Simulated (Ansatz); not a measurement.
Total density of states per atom from r²SCAN+D4 (plane waves, PAW; program Ansatz), in 0.25 eV bins, energy from the valence-band maximum:

```
E (eV) | states/eV/atom
    -5.46 |  0.00
    -5.21 | ############## 0.57
    -4.96 | ############### 0.61
    -4.71 | ######################## 0.99
    -4.46 | ################## 0.74
    -4.21 | #################### 0.83
    -3.96 | ############### 0.61
    -3.71 | ################## 0.75
    -3.46 | #################### 0.80
    -3.21 | ##################### 0.85
    -2.96 | ###################### 0.88
    -2.71 | ##################### 0.86
    -2.46 | #################### 0.80
    -2.21 | ######################## 0.98
    -1.96 | ###################### 0.90
    -1.71 | ####################### 0.93
    -1.46 | ################### 0.79
    -1.21 | ################## 0.75
    -0.96 | ########################### 1.09
    -0.71 | ################## 0.73
    -0.46 | #################### 0.80
    -0.21 | #################### 0.83
     0.04 | ## 0.07
     0.29 |  0.00
     0.54 |  0.00
     0.79 |  0.00
     1.04 |  0.00
     1.29 |  0.00
     1.54 |  0.00
     1.79 |  0.01
     2.04 | #### 0.15
     2.29 | ###### 0.26
     2.54 | ###### 0.23
     2.79 | ######### 0.38
     3.04 | ######## 0.32
     3.29 | ###################### 0.91
     3.54 | ######################### 1.04
     3.79 | ###################### 0.90
     4.04 | ############################## 1.22
     4.29 | #################### 0.80
     4.54 | ######### 0.35
     4.79 | ####### 0.26
     5.04 | ######## 0.32
     5.29 | ################## 0.72
     5.54 | ######### 0.37
     5.79 | ########### 0.43
     6.04 | ########## 0.42
     6.29 | ########## 0.40
     6.54 | ######## 0.33
```

Problem. Which of these materials gives this?
(A) TeO2, Aea2 (Te on 4a, O on 8b)
(B) CdGaO3, P4mm (Ga on 1b, Cd on 1a, O on 2c, O on 1b)
(C) LaBiS2O, P4/nmm (Pearson symbol tP10)
(D) V2O5, P2_1/m (Pearson symbol mP14)

Solution. D, V2O5, P2_1/m (Pearson symbol mP14). Top 1 eV of the valence band: O 2p 92 %, V 3d 6 %. Bottom 1 eV of the conduction band: V 3d 85 %, O 2p 13 %. Projections are on Löwdin-orthogonalised atomic valence shells; empty p or d shells of many metals are not among them.

The workflow started from a Materials Project entry (that database holds measured and hypothetical structures alike); the Crystallography Open Database copy checked does not list it. COD files the formula under space group No. 31, 59. Whether it is the stable phase at ambient conditions was not checked. The cell was relaxed with r²SCAN+D4 under the symmetry of its start; its stability against distortions is not shown here. The run is not spin-polarised. No Hubbard U is applied.

Potentials: the earlier of the program's two PAW sets. The files were generated under PBE; for other functionals the program regenerates the frozen cores, and for LDA and PBEsol the local potential too.
